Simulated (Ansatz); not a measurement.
Ag: from a starting cell to a relaxed one

The start is a relaxed Ag cell displaced along its unstable phonon at q = (½, 0, 0) of its primitive reciprocal cell (32i cm⁻¹), largest move 0.15 Å. The cell and all atomic positions are relaxed at zero pressure with PBE (plane waves to 420 eV, PAW, scalar-relativistic; Ansatz, an electronic-structure program). The first steps use a coarse 4×8×11 k-mesh.

Input geometry:
```
CELL_PARAMETERS angstrom
      9.47004     0.00000     0.00000
     -2.36751     4.10065     0.00000
      0.00000     0.00000     2.81990
ATOMIC_POSITIONS crystal
  Ag 0.00000 0.00000 0.98773
  Ag 0.50000 0.00000 0.01227
  Ag 0.16667 0.66667 0.44681
  Ag 0.66667 0.66667 0.55319
  Ag 0.33333 0.33333 0.55319
  Ag 0.83333 0.33333 0.44681
```

### Question
Which atoms feel the largest initial force, and how large is it?

### Answer
0.07 eV/Å, on Ag3, Ag4, Ag5, Ag6 (atoms numbered as listed).

### Question
How does the volume per atom move from start to end?

### Answer
-2.2 %, from 18.25 to 17.84 Å³/atom.

### Question
Is the parent structure recovered?

### Answer
It does not go back: it reaches Fm-3m (No. 225), fcc (Cu type), 0.06 eV/atom below the parent.

### Question
How do the shortest distances between atoms change?

### Answer
The closest pairs of elements (up to four, under 3.6 Å), start → end: Ag–Ag 2.73 → 2.93 Å.

### Question
What band gap does the relaxed structure have at this level?

### Answer
Zero (metallic).

### Question
What does it relax into? Give the structure.

### Answer

```cif
data_Ag4
_chemical_formula_sum 'Ag4'
_space_group_name_H-M_alt 'Fm-3m'
_space_group_IT_number 225
_space_group_name_Hall '-F 4 2 3'
_cell_length_a 4.14817
_cell_length_b 4.14817
_cell_length_c 4.14817
_cell_angle_alpha 90.000
_cell_angle_beta 90.000
_cell_angle_gamma 90.000
loop_
_atom_site_label
_atom_site_type_symbol
_atom_site_symmetry_multiplicity
_atom_site_Wyckoff_symbol
_atom_site_fract_x
_atom_site_fract_y
_atom_site_fract_z
_atom_site_occupancy
Ag1 Ag 4 b 0.50000 0.50000 0.50000 1
```
(The calculation used a cell of 1 atom; values per cell refer to that cell.)

Final values are on a 19×19×19 k-mesh of the relaxed cell. No spin polarisation in the result.

The run could not lose the symmetry of its start.

Of the parent cell (P6/mmm (No. 191)): it is a generated cell of Ag: the first start was made by placing the elements on the sites of a structure type, and the end was not matched to a known phase here, so it may be hypothetical. Known forms of Ag include space group No. 225.
